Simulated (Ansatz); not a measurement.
Given:

TePt:
```
TePt
1.0
    3.39200     0.00000     0.00000
    0.00000     3.39200     0.00000
    0.00000     0.00000     3.39200
Pt Te
1 1
Cartesian
  0.00000   0.00000   0.00000
  1.69600   1.69600   1.69600
```

This is the PBEsol-relaxed structure.

Question: All from PBEsol (plane waves, PAW; program Ansatz), unless another level is named. Give the electronic character.

Answer: metallic (no gap).

Question: And the density of states at the Fermi level?

Answer: 0.41 states/eV per atom (mean over ±0.08 eV).

Question: What about the formation energy from the elements (no fitted shifts)?

Answer: 0.14 eV/atom.

Question: Next, the gap with spin–orbit coupling?

Answer: none (metallic).

Space group Pm-3m (CsCl type). The start of the workflow was typed in or built on a structure type; neither database checked (COD, Materials Project) lists it. COD files the formula under space group No. 166, 194. Whether it is the stable phase at ambient conditions was not checked. The PBEsol relaxation kept the symmetry of its start; its stability against distortions is not shown here. No spin polarisation was allowed. The references are the lowest solids computed at this level, not always the standard phases. Scalar-relativistic: spin–orbit coupling is off unless named, which matters more the heavier the elements.

Potentials: the later of the program's two PAW sets.
